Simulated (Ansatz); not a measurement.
Rb2TlInCl6 in space group Fm-3m (No. 225; Rb on 8c, Tl on 4b, In on 4a, Cl on 24e), DFT-LDA in the program Ansatz with PAW potentials. The conduction-band minimum lies at L, with 4 equivalent valleys. Second derivatives d²E/dk² of the lowest band at one valley (eV·Å²), along Cartesian directions:

```json
[
 {"direction": "[100]", "d²E/dk²": "23.94"},
 {"direction": "[010]", "d²E/dk²": "23.94"},
 {"direction": "[001]", "d²E/dk²": "23.94"},
 {"direction": "[110]", "d²E/dk²": "27.22"},
 {"direction": "[101]", "d²E/dk²": "20.66"},
 {"direction": "[011]", "d²E/dk²": "20.66"}
]
```

**Question.** Find the principal effective masses, the density-of-states mass and the conductivity mass.

**Answer.** Off-diagonal terms follow from H_xy = H[110] − (H_xx + H_yy)/2, and m*/mₑ = 7.620 eV·Å² over each eigenvalue: 0.25, 0.37, 0.37. One valley's DOS mass (m₁m₂m₃)^(1/3) = 0.32, conductivity mass 3/(Σ 1/mᵢ) = 0.32 mₑ.

**Question.** What effective density of states Nc follows at 300 K for parabolic valleys?

**Answer.** Nc = 2.509e19 × 4 × (0.32)^(3/2) ≈ 1.8e19 cm⁻³.

The first step of the workflow began from a Materials Project structure, measured or hypothetical; the Crystallography Open Database copy checked does not list it. Whether it is the stable phase at ambient conditions was not checked. The LDA relaxation kept the symmetry of its start. At this level the phase is dynamically unstable (imaginary phonons). Spin–orbit coupling is left out wherever it is not named.

Potentials: the later of the program's two PAW sets.

Edges and masses are those of Kohn–Sham bands, whose gap is no quasiparticle gap.
